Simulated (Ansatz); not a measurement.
The relaxed structure here is a generated cell of Y2Ge: the first start was made by a random draw of sites in a space group, and the end was not matched to a known phase here, so it may be hypothetical.

The end point of a relaxation of Y2Ge. Space group Fd-3m (No. 227), AFLOW prototype A2B_cF24_227_c_a (C9, as in SiO2). Computed with r2SCAN (plane waves to 500 eV, PAW, scalar-relativistic; Ansatz, a program for electronic structure).

Space group Fd-3m, origin choice 1 (No. 227); a = b = c = 12.415 Å, α = β = γ = 90.00°

| atom | site | symmetry | x | y | z |
|---|---|---|---|---|---|
| Ge | 8b | -43m | 0.5000 | 0.5000 | 0.5000 |
| Y | 16d | .-3m | 0.6250 | 0.6250 | 0.6250 |
(The calculation used a cell of 6 atoms; values per cell refer to that cell.)

Question: What band gap does r2SCAN give?

Answer: No gap on the sampled points, where the bands overlap only slightly; such a result is sensitive to mesh and level.

No spin polarisation in the result. A magnetic state may lie lower.

The run could not lose the symmetry of its start: the end is stationary, and may be a saddle point rather than a minimum.

All atoms sit on sites fixed by symmetry, so only the cell could relax.
